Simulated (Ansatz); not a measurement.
The start is a relaxed NiSb cell with every coordinate shifted by Gaussian noise of σ = 0.3 Å. The structure is fully relaxed (lattice and positions, P = 0) with PBE (plane waves to 420 eV, PAW, scalar-relativistic; Ansatz, an electronic-structure program). First-step values are on the input's coarse k-mesh.

Ansatz input (later rounds restart from its end on a renewed k-mesh):
Ansatz 0.2 input:
```yaml
crystal:
  lattice:
    - [3.9758782521, 0, 0]
    - [-1.9879391261, 3.4432115687, 0]
    - [0, 0, 5.1600270391]
  atoms:
    - { symbol: Ni, position: [-0.108618017, 0.0184594987, -0.0481117145] }
    - { symbol: Ni, position: [0.0041816553, -0.0081526909, 0.5194928831] }
    - { symbol: Sb, position: [0.2534618577, 0.629427436, 0.1515707434] }
    - { symbol: Sb, position: [0.774351145, 0.3850939645, 0.8088278227] }
basis: { ecutwfc: 420, ecutrho_ratio: 4, xc_grid: 2, fft_grid_basis: typed }
kpoints: { mp_grid: { grid: [9, 9, 6] } }
hamiltonian:
  xc: pbe
  dispersion: none
  pseudopotentials: { kind: paw }
scf: { occupations: { method: fermi_dirac, width: 0.05 } }
relax: { f_tol: 0.01, max_steps: 100, cell: { stress_tol: 0.02 } }
output: { forces: true, stress: true }
```

* **Energy released**: about 1.6 eV/atom
* **Relative to the parent**: It relaxes back to the parent, P6₃/mmc (No. 194)
* **Shortest distances (start → end)**: The closest pairs of elements (up to four, under 3.6 Å), start → end: Ni–Sb 1.89 → 2.63 Å; Ni–Ni 2.29 → 2.58 Å; Sb–Sb 2.42 → 3.45 Å
* **Optimiser moves**: 9

Relaxed structure:

```cif
data_Ni2Sb2
_chemical_formula_sum 'Ni2 Sb2'
_space_group_name_H-M_alt 'P63/mmc'
_space_group_IT_number 194
_space_group_name_Hall '-P 6c 2c'
_cell_length_a 3.97587
_cell_length_b 3.97587
_cell_length_c 5.16003
_cell_angle_alpha 90.000
_cell_angle_beta 90.000
_cell_angle_gamma 120.000
loop_
_atom_site_label
_atom_site_type_symbol
_atom_site_symmetry_multiplicity
_atom_site_Wyckoff_symbol
_atom_site_fract_x
_atom_site_fract_y
_atom_site_fract_z
_atom_site_occupancy
Ni1 Ni 2 a 0.00000 0.00000 0.00000 1
Sb1 Sb 2 d 0.66667 0.33333 0.25000 1
```

Final values are on a 14×14×9 k-mesh of the relaxed cell. The start holds a very short contact (Ni–Sb 1.89 Å). No spin polarisation in the result. A magnetic state may lie lower.
